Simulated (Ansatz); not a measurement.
Consider the following.

TaN:
```cif
data_NTa
_chemical_formula_sum 'Ta1 N1'
_space_group_name_H-M_alt 'P 1'
_space_group_IT_number 1
_cell_length_a 2.90657
_cell_length_b 2.90657
_cell_length_c 2.85151
_cell_angle_alpha 90.000
_cell_angle_beta 90.000
_cell_angle_gamma 120.000
loop_
_space_group_symop_operation_xyz
  'x, y, z'
loop_
_atom_site_label
_atom_site_type_symbol
_atom_site_fract_x
_atom_site_fract_y
_atom_site_fract_z
_atom_site_occupancy
Ta1 Ta 0.00000 0.00000 0.50000 1
N1 N 0.66667 0.33333 0.00000 1
```

This is the LDA-relaxed structure.

Q: All from plane-wave PAW LDA (Ansatz code), unless another level is named. Predict the electronic character.

A: no gap, with almost no states at the Fermi level (zero-gap or semimetallic).

Q: Give the formation energy from the elements (no fitted shifts).

A: -1.51 eV/atom.

Space group P-6m2. The workflow started from a Materials Project entry (that database holds measured and hypothetical structures alike); the Crystallography Open Database files this formula in space group No. 187, but the cells were not matched. It is not the phase usual at ambient conditions (space group No. 189). Symmetry was held in the LDA relaxation; whether a distortion lowers the energy is not shown. No spin polarisation was allowed. A small band overlap can be real or an error of a semilocal functional. The references are the lowest solids computed at this level, not always the standard phases (solids in place of the gases). Spin–orbit coupling is left out wherever it is not named.

Potentials: the earlier of the program's two PAW sets. The files were generated under PBE; for other functionals the program regenerates the frozen cores, and for LDA and PBEsol the local potential too.
